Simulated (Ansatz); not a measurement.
An ordered 8-atom cell of BeGeSb2 on the zincblende lattice (P-4m2) at its r2SCAN geometry, run in the PAW code Ansatz at 2 levels of theory. The calculation is spin-unpolarised, and the structure need not be a phase that has been made.

The r2SCAN input:
```yaml
crystal:
  lattice:
    - [4.2322033738, 0.0, 0.0]
    - [0.0, 4.2322033738, 0.0]
    - [0.0, 0.0, 11.5275184571]
  atoms:
    - { symbol: Be, position: [0.5, 0.0, 0.8902791049] }
    - { symbol: Sb, position: [0.5, 0.5, 0.0] }
    - { symbol: Be, position: [0.0, 0.5, 0.1097208951] }
    - { symbol: Sb, position: [0.0, 0.0, 0.2172419103] }
    - { symbol: Ge, position: [0.5, 0.0, 0.3573663466] }
    - { symbol: Sb, position: [0.5, 0.5, 0.5] }
    - { symbol: Ge, position: [0.0, 0.5, 0.6426336534] }
    - { symbol: Sb, position: [0.0, 0.0, 0.7827580897] }
kpoints:
  mp_grid: { grid: [6, 6, 2] }
  band_path:
    path:
      - [0.0, 0.0, 0.0]
      - [0.0, 0.5, 0.0]
      - [0.5, 0.5, 0.0]
      - [0.0, 0.0, 0.5]
      - [0.0, 0.5, 0.5]
      - [0.5, 0.5, 0.5]
      - [0.15, 0.15, 0.5]
    npoints: 1
hamiltonian:
  xc: r2scan
scf:
  occupations: { method: fermi_dirac, width: 0.02 }
  n_extra_bands: 6
output:
  forces: true
  stress: true
  eigenvalues: true
```

Main results, then, where recorded, the levels near the gap in eV from the Fermi energy (columns number the bands from 0), one row a point of the path (Γ, X, M, Z, R, A, A–Z (0.70)):
```
Crystal: 8 atoms, lattice volume = 206.476 Å³
Symmetry: 8 space group operations
Space group: P-4m2 (ITA 115)
```
```
Basis set: ecut = 500 eV, 5259 PW (Γ)
Bands: 52, of which v1, the nominal top of the filled ones, is band 46 counted from 1 (45 counted from 0)
k-points: 20 of 72
Free energy (F): -34787.985904 eV
Internal energy: -34787.982953 eV  (E = F + TS)
E sigma→0 (E₀):  -34787.984428 eV
Entropy (-TS):   -0.002951 eV (-0.369 meV/atom)
Fermi energy:    7.833602 eV
--- Forces (eV/Å), atoms counted from 1 ---
  atom   1  Be      0.00000      0.00000      0.00019
  atom   2  Sb      0.00000      0.00000      0.00000
  atom   3  Be      0.00000      0.00000    -0.00019
  atom   4  Sb      0.00000      0.00000    -0.00207
  atom   5  Ge      0.00000      0.00000      0.00227
  atom   6  Sb      0.00000      0.00000      0.00000
  atom   7  Ge      0.00000      0.00000    -0.00227
  atom   8  Sb      0.00000      0.00000      0.00207
--- Stress (GPa, compression-positive) ---
        0.001070       0.000000       0.000000
        0.000000       0.001070       0.000000
        0.000000       0.000000       0.001124
  P = ⅓ Tr σ = 0.0011 GPa (0.011 kbar)
```
```tsv
band_43	band_44	band_45	band_46	band_47	band_48
-0.408	-0.031	0.006	0.006	0.199	0.511
-1.251	-0.818	-0.711	-0.122	0.280	2.482
-2.236	-2.236	-2.117	0.314	0.314	0.508
-1.454	-0.575	-0.575	-0.017	0.474	1.142
-1.838	-1.365	-0.715	0.558	0.862	2.377
-2.502	-2.502	-2.275	0.827	0.827	1.063
-1.481	-0.654	0.027	0.827	1.367	1.960
```

r2SCAN gives no gap: the lowest nominally empty band dips 0.15 eV below the top of the last filled one (its bottom at X, the top at A–Z (0.70 of the way from A)), so the cell is a metal or semimetal at this level.

Task: In the first input these blocks are replaced (the band path and keys that only write files left aside):
```yaml
kpoints:
  mp_grid: { grid: [4, 4, 2] }
hamiltonian:
  xc: hse06
```
What comes out?

Result:
```
Basis set: ecut = 420 eV, 3983 PW (Γ)
Bands: 52, of which v1, the nominal top of the filled ones, is band 46 counted from 1 (45 counted from 0)
k-points: 12 of 32
Exchange kernel: α = 0.2500, screened, ω = 0.2079 Å⁻¹, Wigner–Seitz truncation, v(0) = 1041.6385 eV·Å³, q-mesh 4×4×2
hybrid outer 1: dexx = +5.018e-2 eV, tail = 2.45e-4 eV
hybrid outer 2: dexx = +3.082e-6 eV, tail = 6.35e-8 eV, Δε = 4.74e-3 eV, ΔF = 1.32e-2 eV/Å
hybrid outer 3: dexx = +6.226e-9 eV, tail = 1.01e-9 eV, Δε = 8.73e-5 eV, ΔF = 4.71e-4 eV/Å
Free energy (F): -34731.214498 eV
Internal energy: -34731.212569 eV  (E = F + TS)
E sigma→0 (E₀):  -34731.213533 eV
Entropy (-TS):   -0.001929 eV (-0.241 meV/atom)
Fermi energy:    7.750300 eV
--- Forces (eV/Å), atoms counted from 1 ---
  atom   1  Be      0.00000      0.00000      0.01486
  atom   2  Sb      0.00000      0.00000      0.00000
  atom   3  Be      0.00000      0.00000    -0.01486
  atom   4  Sb      0.00000      0.00000      0.10211
  atom   5  Ge      0.00000      0.00000    -0.07045
  atom   6  Sb      0.00000      0.00000      0.00000
  atom   7  Ge      0.00000      0.00000      0.07045
  atom   8  Sb      0.00000      0.00000    -0.10211
--- Stress (GPa, compression-positive) ---
       -0.291539       0.000000       0.000000
        0.000000      -0.291539       0.000000
        0.000000       0.000000      -0.948943
  P = ⅓ Tr σ = -0.5107 GPa (-5.107 kbar)
```
```tsv
band_43	band_44	band_45	band_46	band_47	band_48
-0.421	-0.042	-0.042	0.171	0.342	0.661
-1.321	-0.852	-0.718	0.048	0.476	2.734
-2.374	-2.374	-2.198	0.492	0.492	0.695
-1.591	-0.601	-0.601	0.115	0.633	1.371
-1.883	-1.527	-0.722	0.738	1.084	2.617
-2.651	-2.651	-2.363	1.035	1.035	1.302
-1.536	-0.701	0.016	1.068	1.583	2.188
```
With HSE06 the valence top lies at A–Z (0.70 of the way from A) and the conduction bottom at X, 0.03 eV higher; the smallest vertical gap, at Γ, is 0.21 eV. (This is within a few times the smearing of 0.02 eV, so the filling near the edges can be smeared.) The mean pressure at these positions is -0.5 GPa, compression counted positive. (The program warns that its thresholds are loose for a hybrid's stress.)

Small level splittings and stresses of the hybrids carry the error of their coarser meshes.

Totals of different functionals can't be compared.

No spin-orbit coupling is included; it can move band edges with weight on the heavy atoms by tenths of an eV.

Where bands overlap, v1 and c1 are numbered by the electron count and aren't everywhere filled or empty.

The meshes of the hybrids are coarse, so their gaps aren't converged to the digits shown.
